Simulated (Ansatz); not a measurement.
TiAu:
```
TiAu
1.0
    3.27862     0.00000     0.00000
    0.00000     3.27862     0.00000
    0.00000     0.00000     5.94602
Ti Au
2 2
Direct
  0.00000   0.50000   0.86463
  0.50000   0.00000   0.13537
  0.00000   0.50000   0.36066
  0.50000   0.00000   0.63934
```

Relaxed with LDA. Special points in fractions of this cell's reciprocal vectors: Γ (0.000, 0.000, 0.000); X (0.000, 0.500, 0.000); M (0.500, 0.500, 0.000); Z (0.000, 0.000, 0.500); R (0.000, 0.500, 0.500); A (0.500, 0.500, 0.500).

Question: List the band energies nearest the Fermi level at these points for the program Ansatz at the LDA level (PAW).

Answer: In eV from the Fermi level; about four levels below and three above (degenerate sets whole), none deeper than 8.9 eV; points with the same levels are listed once.

```tsv
k	below	above
Γ	-4.12 -4.12 -3.82 -2.14 -1.00	0.50 0.50 1.33
X	-2.84 -2.84 -0.90 -0.90	0.32 0.32 0.59 0.59
M	-1.36 -1.36 -0.19 -0.19	1.80 1.80 1.99 1.99
Z	-4.01 -4.01 -3.87 -1.42 -0.75	0.66 0.66 1.35
R	-3.08 -3.08 -1.75 -1.75	0.18 0.18 0.72 0.72
A	-1.55 -1.55 -0.84 -0.84	1.39 1.39 2.56 2.56
```

Space group P4/nmm. The first step of the workflow began from a Materials Project structure, measured or hypothetical; the Crystallography Open Database copy checked does not list it. COD files the formula under space group No. 221. Whether it is the stable phase at ambient conditions was not checked. The LDA relaxation kept the symmetry of its start; its stability against distortions is not shown here. No spin polarisation was allowed. Scalar-relativistic: spin–orbit coupling is off unless named, which matters more the heavier the elements.

Potentials: the later of the program's two PAW sets.
